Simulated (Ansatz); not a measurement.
The cell was built from the fluorite type and relaxed in the same program, and has space group Fm-3m; it needn't be a known or the stable phase.

PbF2: DFT, PBE, all-electron LAPW, scalar-relativistic (Ansatz 0.2.0).

Command: `ansatz run input.yaml --threads 1 --pin off --max-ram 3072MiB --backend cpu --events-out ev --progress --plain --runs-dir out` The run took about 43 s on 1 thread of a shared machine.

```yaml
crystal:
  lattice:
    - [0.0, 2.999998734, 2.999998734]
    - [2.999998734, 0.0, 2.999998734]
    - [2.999998734, 2.999998734, 0.0]
  atoms:
    - { symbol: Pb, position: [0.0, 0.0, 0.0] }
    - { symbol: F, position: [0.25, 0.25, 0.25] }
    - { symbol: F, position: [0.75, 0.75, 0.75] }
kpoints:
  mp_grid: { grid: [11, 11, 11] }
  band_path:
    path:
      - [0.0, 0.0, 0.0]
      - [0.5, 0.0, 0.5]
      - [0.625, 0.25, 0.625]
      - [0.375, 0.375, 0.75]
      - [0.0, 0.0, 0.0]
      - [0.5, 0.5, 0.5]
      - [0.5, 0.25, 0.75]
      - [0.5, 0.0, 0.5]
    npoints: 14
scf:
  occupations: { method: fermi_dirac, width: 0.05 }
hamiltonian:
  xc: pbe
  pseudopotentials: { kind: all_electron, lapw: { basis_error: 0.0005 } }
output:
  forces: true
  stress: true
  eigenvalues: true
  populations: true
  dos: { projected: true, de: 0.2, e_range: [-14, 8] }
```

Output:

```
Pb: projections on atomic orbitals take those of the free atom 1s2 2s2 2p6 3s2 3p6 3d10 4s2 4p6 4d10 4f14 5s2 5p6 5d10 6s2 6p2, of charge +0.00 (hamiltonian.pseudopotentials.projection_atoms)
F: projections on atomic orbitals take those of the free atom 1s2 2s2 2p5, of charge +0.00 (hamiltonian.pseudopotentials.projection_atoms)
LAPW: plane waves up to 8.472 Å⁻¹, error target 5.0e-4 eV per atom; small_component_spin mean_spin; F in spheres of 1.167 Å, 7 of its electrons in bands, Dirac shells []; Pb in spheres of 1.431 Å, 36 of its electrons in bands, Dirac shells []
Engine: ansatz 0.2.0
Pseudopotentials: kind: all_electron
Pseudopotential: Pb, LAPW, valence charge 36, Koelling and Harmon's equation, gaussian nucleus
Pseudopotential: F, LAPW, valence charge 7, Koelling and Harmon's equation, gaussian nucleus
Functional definition: PBE
  parameter kappa = 0.804
  parameter beta = 0.06672455060314922
  exchange = pbe_x(kappa = kappa, mu = beta*pi^2/3)
  correlation = pbe_c(beta = beta)
Crystal: 3 atoms, lattice volume = 54.000 Å³
Basis set: ecut = 273.4532703322739 eV, 537 PW (Γ), exchange–correlation at level 2
Bands: 30, of which v1, the nominal top of the filled ones, is band 25 counted from 1 (24 counted from 0)
Symmetry: 48 space group operations
Space group: Fm-3m (ITA 225), of the structure as read, at distance tolerance 3.8e-5 Å
k-points: 56 of 1331
Non-local potential: Pb, projectors of the file, none
Non-local potential: F, projectors of the file, none
Initial density: superposition of atomic densities (chi_scale 0.1, normalization cell, long waves kept (reshape's long-wave potential 0.01 eV rms))
Initial wavefunctions: plane waves of lowest kinetic energy (no species holds an atomic orbital)
Functional: x = pbe(κ = 0.804, μ = 0.2195149727645171), c = pbe(β = 0.06672455060314922)
iter 1 solved again at ethr=4.19e-3 eV; its pass at ethr=1.00e-1 eV (dr2=2.10e0 eV) is discarded
SCF iter   1: F=—  HF=-573507.742618 eV  |F-HF|=—  |Δ(HF+E_count)|=         —  Δρ=5.09e-2  dr2=2.10e0  ethr=4.19e-3  ⟨swp⟩=2.0  Hψ=10373  notcnv=0
preconditioner: auto → none  [insulator: Δε(μ)=5.603 eV  Ē_g=19.018 eV  σ=0.050 eV  W_gap=1.00  n_scr=14 (ndim 8)  ℏωp=26.7 eV  f_vac=0.170  D(μ)=0.00/eV (n_scr^D=0)  ε∞_Penn≈3.0]
iter 2 solved again at ethr=1.03e-4 eV; its pass at ethr=4.19e-3 eV (dr2=5.15e-2 eV) is discarded
SCF iter   2: F=—  HF=-573506.354878 eV  |F-HF|=—  |Δ(HF+E_count)|=    1.39e0  Δρ=1.02e-2  dr2=5.15e-2  ethr=1.03e-4  ⟨swp⟩=2.0  Hψ=9038  notcnv=0
SCF iter   3: F=—  HF=-573505.755305 eV  |F-HF|=—  |Δ(HF+E_count)|=   6.00e-1  Δρ=1.10e-2  dr2=1.02e-1  ethr=1.03e-4  ⟨swp⟩=3.0  Hψ=5636  notcnv=0
SCF iter   4: F=—  HF=-573505.744336 eV  |F-HF|=—  |Δ(HF+E_count)|=   1.10e-2  Δρ=2.04e-3  dr2=3.45e-3  ethr=1.03e-4  ⟨swp⟩=3.0  Hψ=5224  notcnv=0
SCF iter   5: F=—  HF=-573505.740064 eV  |F-HF|=—  |Δ(HF+E_count)|=   4.27e-3  Δρ=9.26e-4  dr2=7.07e-4  ethr=6.90e-6  ⟨swp⟩=2.0  Hψ=4816  notcnv=0
SCF iter   6: F=—  HF=-573505.739272 eV  |F-HF|=—  |Δ(HF+E_count)|=   7.92e-4  Δρ=3.36e-4  dr2=9.16e-5  ethr=1.41e-6  ⟨swp⟩=3.0  Hψ=5061  notcnv=0
SCF iter   7: F=—  HF=-573505.739224 eV  |F-HF|=—  |Δ(HF+E_count)|=   4.82e-5  Δρ=6.94e-5  dr2=3.84e-6  ethr=1.83e-7  ⟨swp⟩=2.0  Hψ=4825  notcnv=0
SCF iter   8: F=-573505.739227 eV  HF=-573505.739227 eV  |F-HF|=5.27e-8  |Δ(HF+E_count)|=   3.13e-6  Δρ=7.95e-6  dr2=4.76e-8  ethr=7.68e-9  ⟨swp⟩=2.0  Hψ=4818  notcnv=0
SCF 1 converged in 8 iterations: F = -573505.739227 eV  dr2 = 4.76e-8
NSCF: frozen V_eff on 99 k-points
SCF converged after 8 iterations
Free energy (F): -573505.739227 eV
Harris-Foulkes:  -573505.739227 eV  (|F-HF|=5.27e-8)
Internal energy: -573505.739227 eV  (E = F + TS)
E sigma→0 (E₀):  -573505.739227 eV
Fermi energy:    9.416811 eV
--- Per-component energies (eV) ---
  E_band       = -2416.127204
  E_kinetic    = 660406.291533
  E_xc         = -11146.554175
  E_electrostatic = -1222765.476586  (all electrons and nuclei)
  E_smearing   = -0.000000  (= −TS)
  E_closure    = 0.000000  (closes the sum)
  E_atoms      = -573491.407447  (free atoms, spherical and without spin; not in F)
  Σ components = -573505.739227   (vs F -573505.739227, Δ=0.00e0)
  Basis errors (estimates in eV, not in F): energy 2.0e-4 per atom: plane waves 1.8e-4 (9.9e-5 summed), levels above the bands 6.9e-101, relativity 1.4e-8, radial functions 2.2e-5, core shells 6.8e-7; eigenvalues (radial functions only) 1.0e-5; not estimated: angular momenta, meshes, grids; target (lapw.basis_error) 5.0e-4; muffin-tin radii F 1.167 Å, Pb 1.431 Å
--- Forces (eV/Å), atoms counted from 1 ---
  atom   1  Pb     0.00000000    -0.00000000    -0.00000000
  atom   2  F      0.00000000    -0.00000000    -0.00000000
  atom   3  F      0.00000000     0.00000000     0.00000000
  max |Σ_I F_I| component: 6.94e-18 eV/Å
--- Stress (GPa, compression-positive) ---
        0.034684      -0.000000       0.000000
       -0.000000       0.034684      -0.000000
        0.000000      -0.000000       0.034684
  P = ⅓ Tr σ = 0.0347 GPa (0.347 kbar)
--- Band table (eV; the first three rows and the last of 56) ---
  k-point 0: bands = ["-129.9137", "-118.9431", "-118.9431", "-118.9431", "-118.9406", "-118.9406", "-118.9406", "-118.9375", "-71.7659", "-71.7659", "-71.7659", "-13.6981", "-13.1415", "-7.2999", "-7.2999", "-7.2999", "-7.2568", "-7.2568", "2.4860", "4.8649", "4.8649", "4.8649", "5.3509", "5.3509", "5.3509", "13.8472", "13.8472", "13.8472", "17.6635", "22.1822"]
  k-point 1: bands = ["-129.9137", "-118.9431", "-118.9431", "-118.9431", "-118.9406", "-118.9406", "-118.9406", "-118.9375", "-71.7659", "-71.7659", "-71.7659", "-13.6837", "-13.1546", "-7.2969", "-7.2969", "-7.2850", "-7.2568", "-7.2568", "2.3619", "4.7895", "4.8501", "4.8501", "5.3375", "5.3375", "5.5629", "13.5402", "13.9106", "13.9106", "18.1685", "21.9273"]
  k-point 2: bands = ["-129.9137", "-118.9431", "-118.9431", "-118.9431", "-118.9406", "-118.9406", "-118.9406", "-118.9375", "-71.7659", "-71.7659", "-71.7659", "-13.6433", "-13.1909", "-7.2906", "-7.2906", "-7.2553", "-7.2553", "-7.2457", "2.0745", "4.6689", "4.8110", "4.8110", "5.3015", "5.3015", "6.0024", "12.9803", "14.0820", "14.0820", "19.1865", "21.4820"]
  k-point 55: bands = ["-129.9137", "-118.9431", "-118.9431", "-118.9431", "-118.9406", "-118.9406", "-118.9406", "-118.9375", "-71.7660", "-71.7660", "-71.7659", "-13.4038", "-13.3961", "-7.2738", "-7.2482", "-7.2281", "-7.1730", "-7.1588", "0.9723", "3.7197", "4.5424", "4.8175", "5.6837", "5.7846", "7.1101", "12.9222", "13.2861", "14.5796", "17.2861", "21.5550"]
--- Löwdin populations: 3 sites ---
  site symbol       q [e]
     0     Pb     80.8672
     1      F      9.5313
     2      F      9.5313
  spilling = 0.000702 (of n_electrons = 100.000000)
```

populations.tsv:

```
# site	symbol	l	j	q
# orbitals = lowdin
# n_electrons = 100.000000
# spilling = 0.000702
# projection_atom_Pb: 1s2 2s2 2p6 3s2 3p6 3d10 4s2 4p6 4d10 4f14 5s2 5p6 5d10 6s2 6p2
# projection_atom_F: 1s2 2s2 2p5
0	Pb	0_1S	-	2.000000
0	Pb	0_2S	-	1.999999
0	Pb	0_3S	-	1.999983
0	Pb	0_4S	-	1.999839
0	Pb	0_5S	-	1.998081
0	Pb	0_6S	-	1.943208
0	Pb	1_2P	-	6.000000
0	Pb	1_3P	-	6.000000
0	Pb	1_4P	-	5.999986
0	Pb	1_5P	-	5.998723
0	Pb	1_6P	-	0.929315
0	Pb	2_3D	-	10.000000
0	Pb	2_4D	-	10.000000
0	Pb	2_5D	-	9.998020
0	Pb	3_4F	-	14.000000
1	F	0_1S	-	1.999455
1	F	0_2S	-	1.916654
1	F	1_2P	-	5.615210
2	F	0_1S	-	1.999455
2	F	0_2S	-	1.916654
2	F	1_2P	-	5.615210
```
